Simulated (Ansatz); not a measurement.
## Notes on YRh2Au2

```
Y Au Rh
1.0
     0.00000    4.12416    0.00000
     4.12416    0.00000    0.00000
     2.06208    2.06208   -5.12982
Y Au Rh
1 2 2
Direct
  0.00000 0.00000 0.00000
  0.37800 0.37800 0.24400
  0.62200 0.62200 0.75600
  0.75000 0.25000 0.50000
  0.25000 0.75000 0.50000
```

Method: r2SCAN, spin-orbit coupling; PAW, plane waves to 500 eV, 6×6×6 Γ-centred mesh, cold occupations (width 0.1066 eV) (Ansatz 0.2.0), atoms fixed.

The state carries no moments; the state need not be the lowest.

(1) Is there a gap?

(2) What does the stress say?

(3) Give the Bader charges.

(4) Which atom feels the largest force, and which way?

Origin: a known structure type with other elements, at an estimated volume, so it need not be a known compound. Caveats: started without moments under time reversal, so no moment could form; atoms or cell far from equilibrium.

## Answers

(1) It is a metal, with about 5.3 states/eV a cell as the mean within 0.25 eV of the Fermi level, mostly Rh d (65 %) and Au d (18 %).

(2) The pressure is 26.5 GPa (compression positive), so with the atoms held at these fractions the cell would first expand; the forces are large, so a full relaxation may end otherwise. The principal stresses 25.2, 25.2, 29.1 GPa differ, so its shape would change too.

(3) Bader charges in e: Y +1.88, Rh -0.24, Au -0.70. In the mean Y gives up most and Au takes most.

(4) The largest is on Au3 (and as large on other atoms): 3.50 eV/Å, components (0.00, 0.00, -3.50). It makes 122° with the line to a nearest neighbour, Rh4 at 2.44 Å.
